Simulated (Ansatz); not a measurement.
BN (zinc blende, space group No. 216), a = 3.6097 Å, b = 3.6097 Å, c = 3.6097 Å, α = 90.00°, β = 90.00°, γ = 90.00°; the cell used has 2 atoms.

Relaxed with r²SCAN. The program Ansatz at the r²SCAN level (PAW) gives a gap of 5.00 eV.

What gap does HSE06 give on the same cell (Ansatz, PAW)?

5.79 eV, 0.79 eV more. The hybrid was solved on a coarser mesh and at special points; its gap is the smallest among all of these.

| k | v1 r²SCAN | c1 r²SCAN | v1 HSE06 | c1 HSE06 |
|---|---|---|---|---|
| Γ | 0.00 | 9.59 | ___ | ___ |
| X | -5.11 | 5.00 | -5.33 | 5.79 |
| L | -2.02 | 10.83 | ___ | ___ |
| W | -6.70 | 10.37 | ___ | ___ |
| K | -4.25 | 7.53 | ___ | ___ |

Top valence (v1) and lowest conduction level (c1) in eV from each method's valence maximum (which need not be a listed point): supply the withheld HSE06 values.


- Γ, v1 HSE06: 0.00
- Γ, c1 HSE06: 10.59
- W, v1 HSE06: -7.01
- W, c1 HSE06: 11.26
- L, v1 HSE06: -2.11
- L, c1 HSE06: 11.90
- K, v1 HSE06: -4.43
- K, c1 HSE06: 8.39

Cost on shared cores: the r²SCAN run (SCF on a 13×13×13 mesh, then bands and DOS) about 8 core-seconds (a rough figure), the HSE06 run (SCF on 10×10×10, then a few points) about 40 core-seconds (a rough figure); the tasks are unlike.

Space group F-43m (zinc blende). Symmetry was held in the r²SCAN relaxation; phonons on a q-mesh show no instability.

Potentials: the later of the program's two PAW sets.
